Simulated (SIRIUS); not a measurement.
Set-up for a self-consistent single point of CdSe (F-43m, 8 atoms in the cell; from Materials Project mp-2691, changed as shown).

```xyz
8
Lattice="6.0719 0.0000 0.0000 0.0000 6.0719 0.0000 0.0000 0.0000 6.0719" Properties=species:S:1:pos:R:3 pbc="T T T"
Cd     0.0000     0.0000     0.0000
Cd     0.0000     3.0359     3.0359
Cd     3.0359     0.0000     3.0359
Cd     3.0359     3.0359     0.0000
Se     1.5180     1.5180     1.5180
Se     1.5180     4.5539     4.5539
Se     4.5539     1.5180     4.5539
Se     4.5539     4.5539     1.5180
```

Computed with PBE, GBRV PBE ultrasoft pseudopotentials (plane waves; SIRIUS).

SIRIUS settings:

parameters.ngridk: 4 4 4
parameters.xc_functionals: [XC_GGA_X_PBE, XC_GGA_C_PBE]
parameters.gk_cutoff: 6.325 1/bohr
parameters.pw_cutoff: 14.143 1/bohr
parameters.smearing: fermi_dirac
parameters.smearing_width: 0.00183747 Ha
potentials: GBRV PBE ultrasoft pseudopotentials
parameters.electronic_structure_method: pseudopotential
parameters.num_bands: 43
parameters.num_mag_dims: 0
parameters.num_dft_iter: 100
parameters.energy_tol: 1e-07 Ha
parameters.density_tol: 1e-06
mixer.type: anderson
mixer.beta: 0.3
mixer.use_hartree: false

Results:

Number of valence electrons: 72
Number of bands: 43
Number of k-points after the program's reduction: 10
Number of plane waves (most at a k-point): 6488
Number of SCF iterations: 33
FFT grid: 54 × 54 × 54
Free energy E − TS: -8621.2605 eV
Top of the valence band (on the code's own zero): 5.39 eV
Gap on the k-point mesh: 0.59 eV
Pressure: 3.17 GPa

Stress (GPa, positive for compression):
```
3.17  0.00  0.00
0.00  3.17  0.00
0.00  0.00  3.17
```

The gap is read on the k-point mesh of the run and can differ from the gap over the whole zone at this level.

For comparison: a first run was changed to give this one (lattice scaled by 0.98), and from it to this one the free energy goes up by 18.5 meV/atom, the pressure goes from -0.01 to 3.17 GPa and the gap on the mesh goes from 0.467 to 0.589 eV.

The structure comes from a collection of computed structures, made at another level of theory; the collection holds predicted forms beside known ones. Its lattice was then scaled.

Cost on one core: very roughly 2.1 core-minutes.
